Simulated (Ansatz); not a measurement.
Sn:
```
Sn
1.0
   -1.62075     1.62075     2.60183
    1.62075    -1.62075     2.60183
    1.62075     1.62075    -2.60183
Sn
1
Direct
  0.00000   0.00000   0.00000
```

Relaxed with r²SCAN. Special points in fractions of this cell's reciprocal vectors: Γ (0.000, 0.000, 0.000); X (0.000, 0.000, 0.500); P (0.250, 0.250, 0.250); N (0.000, 0.500, 0.000); M (0.500, 0.500, -0.500); S (0.347, 0.653, -0.347); S0 (-0.347, 0.347, 0.347); R (-0.194, 0.194, 0.500); G (0.500, 0.500, -0.194).

Q: List the band energies nearest the Fermi level at these points for the program Ansatz at the r²SCAN level (PAW).

A: In eV from the Fermi level; about four levels below and three above (degenerate sets whole), none deeper than 8.9 eV; … stands for higher levels left out; points with the same levels are listed once.

| k | below | above |
|---|---|---|
| Γ | – | 7.99 8.06 8.06 |
| X | -4.33 -3.58 | 1.08 2.14 … |
| P | -4.10 -1.96 -1.96 | 0.41 … |
| N | -7.10 -4.94 | 4.60 7.29 … |
| M | -6.41 -4.60 | 3.31 3.31 … |
| S | -5.77 -2.98 -2.57 | 4.85 … |
| R | -4.75 -2.22 -1.44 -0.37 | … |

Space group I4/mmm (body-centred tetragonal). This is a known high-pressure phase of the composition, computed here at zero pressure and temperature. Symmetry was held in the r²SCAN relaxation. At this level the phase is mechanically unstable. Spin–orbit coupling is left out wherever it is not named.

Potentials: the later of the program's two PAW sets.
